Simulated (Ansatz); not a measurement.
ZrPbO₃:
```xyz
10
Lattice="2.9559 1.7066 4.8997 -2.9559 1.7066 4.8997 0.0000 -3.4131 4.8997" Properties=species:S:1:pos:R:3 pbc="T T T"
Pb     0.0000     0.0000     4.2301
Pb     0.0000     0.0000    11.5797
Zr     0.0000     0.0000     0.2197
Zr     0.0000     0.0000     7.5693
O     -1.2939     1.0302     6.1128
O     -0.2452    -1.6356     6.1128
O      1.5391     0.6055     6.1128
O     -1.6620    -0.6764     8.5626
O      1.4168    -1.1011     8.5626
O      0.2452     1.7775     8.5626
```

Relaxed with PBE. Special points in fractions of this cell's reciprocal vectors: Γ (0.000, 0.000, 0.000); T (0.500, 0.500, 0.500); H2 (0.752, 0.248, 0.500); H0 (0.500, -0.248, 0.248); L (0.500, 0.000, 0.000); S0 (0.374, -0.374, 0.000); S2 (0.626, 0.000, 0.374); F (0.500, 0.000, 0.500).

**Question.** List the band energies nearest the valence-band maximum at these points for the program Ansatz at the PBE level (PAW).

**Answer.** In eV from the valence-band maximum; about four levels below and three above (degenerate sets whole), none deeper than 8.9 eV; points with the same levels are listed once.

```csv
k,below,above
Γ,-0.82 -0.43 -0.43 -0.22,3.69 3.69 4.03
T,-1.10 -1.10 -1.10 -1.10 -0.36 -0.36,3.62 3.62 4.94 4.94 4.94 4.94
H2,-0.93 -0.93 -0.33 -0.33,3.89 3.89 4.43 4.43
L,-0.94 -0.94 -0.63 -0.63,3.67 3.67 4.71 4.71
S0,-1.03 -0.68 -0.59 -0.21,3.53 4.05 4.39
F,-0.96 -0.82 -0.51 0.00,3.07 3.88 4.67
```

Space group R3c. The start of the workflow was typed in or built on a structure type; neither database checked (COD, Materials Project) lists it. COD files the formula under space group No. 38, 55. Its standing as an ambient phase is unchecked. Symmetry was held in the PBE relaxation; its stability against distortions is not shown here. The run is not spin-polarised. Spin–orbit coupling is left out wherever it is not named.

Potentials: the earlier of the program's two PAW sets.
